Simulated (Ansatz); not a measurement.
ZrB₂:
```yaml
crystal:
  lattice:
    - [3.16727, 0.00000, 0.00000]
    - [-1.58363, 2.74293, 0.00000]
    - [0.00000, 0.00000, 3.55203]
  atoms:
    - { symbol: Zr, position: [0.00000, 0.00000, 0.00000] }
    - { symbol: B, position: [0.33333, 0.66667, 0.50000] }
    - { symbol: B, position: [0.66667, 0.33333, 0.50000] }
```

Relaxed with r²SCAN.

Map the electron localisation function on the plane through (0.000, 0.000, 0.000) spanned by u = [0, 0, 1] and v = [1, -1, 0] in lattice vectors, from plane-wave PAW r²SCAN (Ansatz code).

x is the fraction of u, y of v (the angle between them is 90°; rows are the nearest grid lines); atoms in the plane: Zr at (0.00, 0.00), B at (0.50, 0.33), B at (0.50, 0.67).
```
| :#@%=. ... .=%@#: |
|:=%@#-.......-#@%=:|
|#%@%*:..:::..:*%@%#|
|##+-..-=+++=-..-+##|
|--:.:-+*****+-:.:--|
|...:=*#*+++*#*=:...|
|::-+*##+-:-+##*+-::|
|==+*#%*-   -*%#*+==|
|=+*#%%*:   :*%%#*+=|
|--=*#%#*=-=*#%#*=--|
|:--+*%%%%%%%%%*+--:|
|::-=*#%@@@@@%#*=-::|
|::-=*#%@@@@@%#*=-::|
|:--+*%%%%%%%%%*+--:|
|--=*#%#*=-=*#%#*=--|
|=+*#%%*:   :*%%#*+=|
|==+*#%*-   -*%#*+==|
|::-+*##+-:-+##*+-::|
|...:=*#*+++*#*=:...|
|--:.:-+*****+-:.:--|
|##+-..-=+++=-..-+##|
|#%@%*:..:::..:*%@%#|
|:=%@#-.......-#@%=:|
| :#@%=. ... .=%@#: |
```
Scale: ten equal steps from 0.001 (start of ' ') to 0.858 (end of '@'), in the order ' .:-=+*#%@'; x runs from 0.000 to 1.00, y from 0.000 (bottom) to 1.00 (top).

The density is the valence pseudo-density with augmentation charge, so density and ELF within about 1 Å of a nucleus are not all-electron values.

Space group P6/mmm. Symmetry was held in the r²SCAN relaxation. The run is not spin-polarised.

Potentials: the earlier of the program's two PAW sets. The files were generated under PBE; for other functionals the program regenerates the frozen cores, and for LDA and PBEsol the local potential too.
